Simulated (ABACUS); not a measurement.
Input and output of a relaxation of cell and atoms for Ag (Fm-3m, 1 atom in the cell; from Materials Project mp-124) (ABACUS).

All values come from this method and carry its errors: PBE, numerical atomic orbitals TZP (confined pseudo-atomic orbitals; energy shift 0.01 Ry), PseudoDojo 0.5 standard norm-conserving PBE (tails mended) pseudopotentials (ABACUS).

```xyz
1
Lattice="0.0000 2.0522 2.0522 2.0522 0.0000 2.0522 2.0522 2.0522 0.0000" Properties=species:S:1:pos:R:3 pbc="T T T"
Ag     0.0000     0.0000     0.0000
```

Reference input (self-consistent single point, DFT, PBE, numerical atomic orbitals TZP (confined pseudo-atomic orbitals; energy shift 0.01 Ry), PseudoDojo 0.5 standard norm-conserving PBE (tails mended) pseudopotentials): basis = TZP numerical atomic orbitals, energy shift 0.01 Ry; KPT = Gamma 18 18 18 0 0 0; basis_type = lcao; ecutwfc = 100 Ry; smearing_method = gaussian; smearing_sigma = 0.00734986 Ry; potentials = PseudoDojo 0.5 standard norm-conserving PBE (tails mended); symmetry = 1; ks_solver = genelpa; scf_nmax = 100; scf_thr = 1.0e-06; mixing_type = pulay. This run's input differs from it in these lines:

```diff
@@ -2,3 +2,3 @@
 INPUT_PARAMETERS
-calculation          scf
+calculation          cell-relax
 basis_type           lcao
@@ -6,3 +6,3 @@
 orbital_dir          ./
-ecutwfc              100.0
+ecutwfc              140.0
 symmetry             1
@@ -14,2 +14,7 @@
 mixing_type          pulay
+relax_method         cg
+relax_nmax           40
+force_thr_ev         0.02
+out_stru             1
+stress_thr           0.5
 cal_force            1
```

The program printed (abridged):

```
 STEP OF RELAXATION : 1
 -------------------------------------------

                  longest orb rcut (Bohr) = 6.9
   longest nonlocal projector rcut (Bohr) = 1.66
                     search radius (Bohr) = 17.1

                          real space grid = [ 45, 45, 45 ]
                                 init_chg = atomic

 LCAO ALGORITHM --------------- ION=   1  ELEC=   1--------------------------------

 Density error is 0.0359870981989
 E_KohnSham     -309.9397092004      -4216.9460815891
 E_Fermi        1.2972663153         17.6502137115

 LCAO ALGORITHM --------------- ION=   1  ELEC=   2--------------------------------

   [... lines left out ...]

   [... 3 blocks of this kind left out ...]

 LCAO ALGORITHM --------------- ION=   1  ELEC=   6--------------------------------

 Density error is 2.21380612598e-06
 E_KohnSham     -309.9612458343      -4217.2391025253
 E_Fermi        1.2620878895         17.1715866743

 LCAO ALGORITHM --------------- ION=   1  ELEC=   7--------------------------------

 Density error is 8.76909533632e-08
 E_KohnSham     -309.9612458344      -4217.2391025261
 E_KS(sigma->0) -309.9612097504      -4217.2386115785
 E_entropy(-TS) -0.0000721679        -0.0009818951
 E_Fermi        1.2620860247         17.1715613015
 charge density convergence is achieved
 final etot is -4217.2391025 eV
 EFERMI = 17.171561301 eV

 STATE ENERGY(eV) AND OCCUPATIONS    NSPIN == 1
   [... 17 lines left out ...]

 TOTAL-FORCE (eV/Angstrom)
                       Ag1         0.0000000000         0.0000000000         0.0000000000

 TOTAL-STRESS (KBAR)
        14.2909522334         0.0000000000         0.0000000000
        -0.0000000000        14.2909522334         0.0000000000
         0.0000000000        -0.0000000000        14.2909522334
 TOTAL-PRESSURE: 14.290952 KBAR

 Largest gradient in force is 0.000000 eV/A.
 Threshold is 0.020000 eV/A.

 Largest gradient in stress is 14.290952 kbar.
 Threshold is 0.500000 kbar.

 Relaxation is not converged yet!
DIRECT COORDINATES
   [... lines left out ...]
 E_Fermi        1.2241575552         16.6555179998
 E_Fermi        1.2245062990         16.6602629029
 E_Fermi        1.2243692458         16.6583981986
 E_Fermi        1.2244548072         16.6595623208
 E_Fermi        1.2244540160         16.6595515572
 final etot is -4217.23966476589 eV
 EFERMI = 16.65955155725 eV
 TOTAL-PRESSURE: -9.535120 KBAR
 E_Fermi        1.2399754597         16.8707316325
 E_Fermi        1.2394623546         16.8637504784
   [... lines left out ...]
        -0.0000000000         0.0000000000         0.0017508910
 TOTAL-PRESSURE: 0.001751 KBAR

 Largest gradient in force is 0.000000 eV/A.
 Threshold is 0.020000 eV/A.

 Largest gradient in stress is 0.001751 kbar.
 Threshold is 0.500000 kbar.

 Relaxation is converged!

 --------------------------------------------
 !FINAL_ETOT_IS -4217.2402351560849638 eV
 --------------------------------------------
```

The run converged. 

Summary of the result:
Free energy E − TS: -4217.2402 eV
Fermi level (on the code's own zero): 16.86 eV
Pressure: 0.00 GPa
Final cell: a = 2.916 Å, b = 2.916 Å, c = 2.916 Å, α = 60.00°, β = 60.00°, γ = 60.00°
Final volume per atom: 17.52 Å³
Relaxation steps: 3

The atom-centred basis is finite, which shifts total energies and pressures against plane waves. The structure comes from a collection of computed structures, made at another level of theory; the collection holds predicted forms beside known ones.

Cost on one core: around 50 core-seconds (rough).

The atomic orbitals were generated for these runs; they are not ABACUS's published sets and were checked against plane waves on a few crystals only.

“Tails mended”: in these copies of the files the far tail of each local potential was reset to the Coulomb form.
